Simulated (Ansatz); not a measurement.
One element of this relaxed crystal is hidden as X:

```
cell (Å)
  -1.932 1.932 4.514
  1.932 -1.932 4.514
  1.932 1.932 -4.514
  Zr 0.0000 0.0000 0.0000
  X 0.5000 0.5000 0.0000
  X 0.7500 0.2500 0.5000
  X 0.2500 0.7500 0.5000
```

All-electron LAPW in Ansatz 0.2.0 under PBEsol, scalar-relativistic and without spin polarisation, finds it within 0.06 GPa of zero pressure, with a formation energy of -0.54 eV/atom from the elements, no gap. The structure needn't be the ground state.

Question: Which element is X?

Answer: Ga, which makes the crystal ZrGa₃. Other candidates weren't computed, and some may come near.
